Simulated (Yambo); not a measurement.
Material: Cs2O (space group R-3m, No. 166); a = 7.2857 Å, b = 7.2857 Å, c = 7.2857 Å, α = 32.71°, β = 32.71°, γ = 32.71° (3 atoms in the cell). Cell and atoms were relaxed with PBEsol from Materials Project entry mp-7988, within its symmetry.

With norm-conserving PBEsol (Quantum ESPRESSO, 84 Ry, scalar-relativistic), the gap between the mesh's edge points (L → Γ) is 0.961 eV.

**Question.** Estimate the G0W0 gap between the same points from Yambo (4×4×4 Γ-centred k mesh, 141 bands and a 7 Ry block in the screening, 141 bands in G with the Bruneval-Gonze terminator, plasmon pole fitted at 27.2 eV).

**Answer.** The correction is 0.660 eV, giving 1.621 eV, 1.7 times the PBEsol value.  Nearest settings tried, and what they do to the gap: 3 Ry block (67 vectors against 233): -91 meV. Not varied: bands in G, bands in W, mesh. So the settings aren't converged at that level.
